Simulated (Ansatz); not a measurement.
### Question
Name crystals whose computed values (r²SCAN in the plane-wave PAW code Ansatz) fall in these windows: Θ_D (K) 710 to 860; B₀ by P(V) fit (GPa) 180 to 240; G_Hill (GPa) 160 to 220.

### Answer


| crystal | Θ_D (K) | B₀ by P(V) fit (GPa) | G_Hill (GPa) |
|---|---|---|---|
| Si2Mo, MoSi2 or CaC2 type | 768 | 217 | 196 |
Others may fit too.

The cell was relaxed under the symmetry of its start. Rows with no word on spin ran without spin polarisation. Spin–orbit coupling is left out wherever it is not named.

Potentials: the earlier of the program's two PAW sets.
